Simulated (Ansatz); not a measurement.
Recipe of this trial structure of PtC2: close-packed anion layers stacked AB, repeated with a shift to C, with sites between them filled layer by layer (R-3m, No. 166) (elements of the layers in order: C C). Lengths were set from tabulated atomic sizes, so they are only a guess.

```
Pt C
1.0
     1.88287    1.08708    5.94598
    -1.88287    1.08708    5.94598
     0.00000   -2.17415    5.94598
Pt C
1 2
Direct
  0.50000 0.50000 0.50000
  0.74638 0.74638 0.74638
  0.25362 0.25362 0.25362
```

All numbers below come from DFT PBE+D3(BJ), scalar-relativistic, plane waves, PAW in Ansatz. Cutoff 420 eV, Gaussian smearing, Γ-centred meshes. Cell and atoms relax first on a coarse mesh and then on a finer one. In between, the cell is made exact in the group found at 0.06 Å. In metals the finer mesh still leaves noise of several meV/atom or more. The steps can't lower the symmetry of their start. No spin polarisation.

A guess keeps its type if space group and coordination stay and the shape of the cell changes little (axis ratios within about 15 %, angles within 6°); the volume may change.

Q: Will the relaxed cell still be of the starting type?

A: It doesn't keep its type. The symmetry stays R-3m (No. 166). The volume per atom shrinks by 58.4 %, from 24.3 to 10.1 Å³. The shortest distance goes from 2.67 Å (Pt–C) to 2.13 Å (Pt–C). The ratio c/a of the conventional cell changes by a factor of 0.45. Counting neighbours within 15 % of an atom's shortest distance, the start has C 3, Pt 6 and the end C 7, Pt 8. In detail, at the end Pt is surrounded by 8 C at 2.13–2.17 Å; around C lie 4 Pt at 2.13–2.17 Å, 3 C at 2.33 Å and 3 C at 2.68 Å.

```
Pt C
1.0
     1.83244    1.05796    2.61399
    -1.83244    1.05796    2.61399
     0.00000   -2.11592    2.61399
Pt C
1 2
Direct
  0.50000 0.50000 0.50000
  0.77176 0.77176 0.77176
  0.22824 0.22824 0.22824
```

Formation energies are uncorrected and refer to the elements' standard structures at the same level.

Q: At what energy does it end?

A: +1.96 eV/atom. A positive value: parting into the elements would lower its energy.

The last run used an 18×18×18 mesh for its 3-atom cell and Gaussian smearing of 0.10 eV. These runs have no spin–orbit coupling, which can matter for Pt. A structure relaxed within its symmetry needn't be a true minimum.
